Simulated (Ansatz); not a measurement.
# HfSn3Se8 (C2/m) at 2 levels of theory

One geometry, relaxed with PBE; plane waves with PAW potentials in Ansatz, scalar-relativistic. No spin polarisation. Gaps are the least over mesh and band path; pressure is positive in compression.

```cif
data_structure
_symmetry_space_group_name_H-M 'P 1'
_symmetry_Int_Tables_number 1
_cell_length_a 7.7123
_cell_length_b 7.7123
_cell_length_c 9.7493
_cell_angle_alpha 126.337
_cell_angle_beta 126.337
_cell_angle_gamma 59.996
_cell_volume 366.24
loop_
_atom_site_label
_atom_site_type_symbol
_atom_site_fract_x
_atom_site_fract_y
_atom_site_fract_z
_atom_site_occupancy
Hf1 Hf 0.00000 0.00000 0.00000 1
Sn1 Sn 0.50000 0.00000 0.00000 1
Sn2 Sn 0.00000 0.50000 0.00000 1
Sn3 Sn 0.50000 0.50000 0.00000 1
Se1 Se 0.78448 0.27649 0.22502 1
Se2 Se 0.27632 0.27632 0.22463 1
Se3 Se 0.77783 0.77783 0.22273 1
Se4 Se 0.27649 0.78448 0.22502 1
Se5 Se 0.21552 0.72351 0.77498 1
Se6 Se 0.72368 0.72368 0.77537 1
Se7 Se 0.22217 0.22217 0.77727 1
Se8 Se 0.72351 0.21552 0.77498 1
```

```json
{"level": "PBE", "cutoff (eV)": "420", "k mesh": "6×6×6", "gap (eV)": "0.25", "pressure (GPa)": "0.0"}
```

Problem. What comes out on the same cell with r2SCAN?

Solution.
| level | cutoff (eV) | k mesh | gap (eV) | pressure (GPa) |
| --- | --- | --- | --- | --- |
| r2SCAN | 500 | 6×6×6 | 0.51 | -1.6 |

Spin-orbit coupling matters for the bands of heavy elements and is left out. The cell holds layers, chains or molecules and no dispersion correction was added, so their binding is poorly described.

It was reached by relaxing an invented guess, and it needn't be the stable form of this composition.
